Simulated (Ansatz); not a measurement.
Is this structure of KSr$_{2}$H$_{6}$ stable?

Atoms and cell were relaxed at zero pressure (4.2 % in volume from the start). The relaxed cell:

```
K Sr H
1.0
     0.00000    4.05772    4.05772
     4.05772    0.00000    4.05772
     4.05772    4.05772    0.00000
K Sr H
1 2 6
Direct
  0.00000 0.00000 0.00000
  0.25000 0.25000 0.25000
  0.75000 0.75000 0.75000
  0.71272 0.28728 0.28728
  0.28728 0.71272 0.28728
  0.28728 0.71272 0.71272
  0.71272 0.28728 0.71272
  0.28728 0.28728 0.71272
  0.71272 0.71272 0.28728
```

Space group Fm-3m (No. 225); conventional cell a = 8.115 Å, b = 8.115 Å, c = 8.115 Å, α = 90.00°, β = 90.00°, γ = 90.00°.

All energies were calculated with Ansatz 0.2.0 (r2SCAN; 500 eV; 7×7×7 Γ-centred mesh; fermi-dirac occupations of width 0.063 eV). Spin: none; no U, no spin-orbit coupling.

Problem. Where does it lie against the elements?

Solution. 0.148 eV an atom at 0 K against the elements' lowest computed crystals and the free molecules of gases, with no empirical correction.

Problem. Is it stable against splitting into other phases?

Solution. Against the table of rival phases, relaxed alike, its height over the hull falls in the band over 100 meV an atom.

The start was: a known structure type with other elements put in, at an estimated volume. An invented cell need not be a known compound.

Caveats: an odd electron count without spin, so a state with a moment may lie lower; differences under 20 meV an atom lie within the error of meshes and cutoff; the relaxation keeps the start's symmetry, so a distorted cell may lie lower; zero-point energy is left out, some tens of meV an atom in hydrides, and rivals outside our set may lie lower.
